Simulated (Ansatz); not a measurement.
Starting cell, Ag (fcc, Cu type):

```
CELL_PARAMETERS angstrom
      4.05478     0.00000     0.00000
      0.00000     4.05478     0.00000
      0.00000     0.00000     4.05478
ATOMIC_POSITIONS crystal
  Ag 0.00000 0.00000 0.00000
  Ag 0.50000 0.50000 0.00000
  Ag 0.50000 0.00000 0.50000
  Ag 0.00000 0.50000 0.50000
```

In each cell atom 1 (Ag, nearest neighbour Ag at 2.867 Å; its periodic images, 4.1 Å or more away, move with it) moves by s·(0.577, 0.577, 0.577) (along Cartesian [111]), the rest being held.

Method: PBEsol (plane waves to 420 eV, PAW, scalar-relativistic; Ansatz, a program for electronic structure). k mesh 9×9×9 (Γ-centred), Fermi-Dirac smearing 0.05 eV. Energies are smeared free energies. With partly filled bands, energies and forces of such displacements shift with the k mesh and the smearing. On this mesh the relaxed cell isn't quite at rest: it carries a pressure of -0.2 GPa (compression positive) at the zero of the scan. Ag was relaxed with its symmetry unable to fall. The PAW data are Ansatz's earlier set. ΔE is measured from the undisplaced structure. The last digit holds for this mesh only.

```json
[
 {"s (Å)": "-0.860", "ΔE (meV/cell)": "3816.9"},
 {"s (Å)": "-0.688", "ΔE (meV/cell)": "2054.1"},
 {"s (Å)": "-0.516", "ΔE (meV/cell)": "986.3"},
 {"s (Å)": "-0.344", "ΔE (meV/cell)": "385.4"},
 {"s (Å)": "-0.172", "ΔE (meV/cell)": "88.5"},
 {"s (Å)": "0.000", "ΔE (meV/cell)": "0.0"},
 {"s (Å)": "0.172", "ΔE (meV/cell)": "88.5"},
 {"s (Å)": "0.344", "ΔE (meV/cell)": "385.4"},
 {"s (Å)": "0.516", "ΔE (meV/cell)": "986.3"},
 {"s (Å)": "0.688", "ΔE (meV/cell)": "2054.1"},
 {"s (Å)": "0.860", "ΔE (meV/cell)": "3816.9"}
]
```

Task: What force constant k = d²E/ds² at s = 0 does the table give?

Result: 5.8 eV/Å². It is the second difference of the nearest points, corrected with the next pair.

Task: With k = 5.80 eV/Å² from the forces, is the well harmonic out to s = 0.860 Å?

Result: ½ks² = 2146 meV/cell against the computed 3817 meV/cell, so the well is stiffer than harmonic there.

(For displaced atoms, the force is minus the slope of the energy, and its curvature is a force constant, which sets phonon frequencies.)
